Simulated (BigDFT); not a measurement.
A self-consistent single point of Nb(O)(NH2)(Me)2 (C2H8NNbO) with BigDFT.

All values come from this method and carry its errors: PBE, Daubechies wavelet basis, HGH (Krack) norm-conserving potentials made for PBE, isolated boundary conditions (BigDFT).

```xyz
13

Nb     0.6208     0.0881    -0.1472
O      1.5239     0.7070    -1.4421
N      1.5863    -0.9022     1.2370
H      1.2064    -1.0923     2.1698
H      2.5562    -1.2109     1.2444
C     -0.8291    -1.2624    -1.2317
H     -1.6105    -0.6410    -1.6954
H     -1.3181    -1.9729    -0.5520
H     -0.3611    -1.8414    -2.0338
C     -0.6619     1.8030     0.5215
H     -0.1254     2.5337     1.1392
H     -1.5107     1.4319     1.1189
H     -1.0767     2.3595    -0.3286
```

Reference input (self-consistent single point, DFT, PBE, Daubechies wavelet basis, HGH (Krack) norm-conserving potentials made for PBE, isolated boundary conditions): basis = Daubechies wavelets; dft.hgrids = 0.33 bohr; dft.rmult = 5 8; dft.ixc = 11; potentials = built-in HGH-K PBE; boundary_conditions = free; dft.gnrm_cv = 1e-05; dft.itermax = 80; dft.idsx = 6; dft.nrepmax = 3. This run's input differs from it in these lines:

```diff
@@ -5,4 +5,4 @@
   ixc: 11
-  gnrm_cv: 1e-05
-  itermax: 80
+  gnrm_cv: 1e-03
+  itermax: 100
   idsx: 6
```

The program printed (abridged):

```
  #------------------------------------------------------------------- Self-Consistent Cycle
 Ground State Optimization:
 - Hamiltonian Optimization: &itrp001
   - Subspace Optimization: &itrep001-01
       Wavefunctions Iterations:
 iter:  1, EKS: -9.80075857444541612E+01, gnrm:  2.75E-01, D: -5.20E-01,
 iter:  2, EKS: -9.89307591688032915E+01, gnrm:  1.53E-01, D: -9.23E-01,
 iter:  3, EKS: -9.90994942236678185E+01, gnrm:  9.83E-02, D: -1.69E-01,
 iter:  4, EKS: -9.91738022357870932E+01, gnrm:  9.01E-02, D: -7.43E-02,
 iter:  5, EKS: -9.92226188230322066E+01, gnrm:  2.91E-02, D: -4.88E-02,
   [... lines left out ...]
 iter:  9, EKS: -9.92509165420776753E+01, gnrm:  6.15E-03, D: -1.66E-03,
 iter:  10, EKS: -9.92516682733966604E+01, gnrm:  5.16E-03, D: -7.52E-04,
 iter:  11, EKS: -9.92521195769994193E+01, gnrm:  3.81E-03, D: -4.51E-04,
 iter:  12, EKS: -9.92526233810572194E+01, gnrm:  2.70E-03, D: -5.04E-04,
 iter:  13, EKS: -9.92528286492053127E+01, gnrm:  2.16E-03, D: -2.05E-04,
 iter:  14, EKS: -9.92529420103841886E+01, gnrm:  1.31E-03, D: -1.13E-04,
 iter:  15, EKS: -9.92529868036608889E+01, gnrm:  9.38E-04, D: -4.48E-05,
       -  &FINAL001  { #---------------------------------------------------------- iter: 16
 iter:  16, EKS: -9.92530052083161110E+01, gnrm:  9.38E-04, D: -1.84E-05,  #FINAL
        #Eigenvalues and New Occupation Numbers
       Orbitals: [
   [... 17 lines left out ...]
 Last Iteration                        : *FINAL001
  #---------------------------------------------------------------------- Forces Calculation
 Total electronic charge               :  39.999999847870
 Electric Dipole Moment (AU):
   P vector                            :  [ -3.237384E-02, -5.451902E-01,  1.221253E+00 ]
   norm(P)                             :  1.33781109E+00
 Electric Dipole Moment (Debye):
   P vector                            :  [ -8.228608E-02, -1.385735E+00,  3.104114E+00 ]
   norm(P)                             :  3.40037631E+00
 BigDFT infocode                       :  0
   [... lines left out ...]
 -  {C: [ 5.293453660353E-03, -1.102670579437E-02,  1.088222381239E-03]} # 0010
 -  {H: [ 3.046451184582E-03,  1.135893584486E-03,  1.706486573377E-03]} # 0011
 -  {H: [ 2.359764188738E-04, -1.192042579929E-03,  7.112129624396E-04]} # 0012
 -  {H: [ 1.336636286471E-03, -1.474016285863E-03, -4.010738064319E-03]} # 0013
 Energy (Hartree)                      : -9.92530052083161110E+01
 Force Norm (Hartree/Bohr)             :  6.40552410796550870E-02
```

The run converged in 16 iterations. Against the reference run the free energy stays essentially unchanged (within 1 meV/atom) and the largest force goes from 2.896 to 2.804 eV/Å.

The grid can part forces that symmetry would make equal. Forces above 1 eV/Å remain at this geometry. This run is one point of a test of settings, so its values need not be converged; read them against the reference run alone. The geometry comes from a cheaper method or was typed, in some cases with atoms then moved at random; it is not relaxed at this level, and the species need not be a known compound. A coarse multiplier of 5 or less cuts the tails of heavy atoms' orbitals, which raises levels.

Cost on one core: very roughly 70 core-seconds.
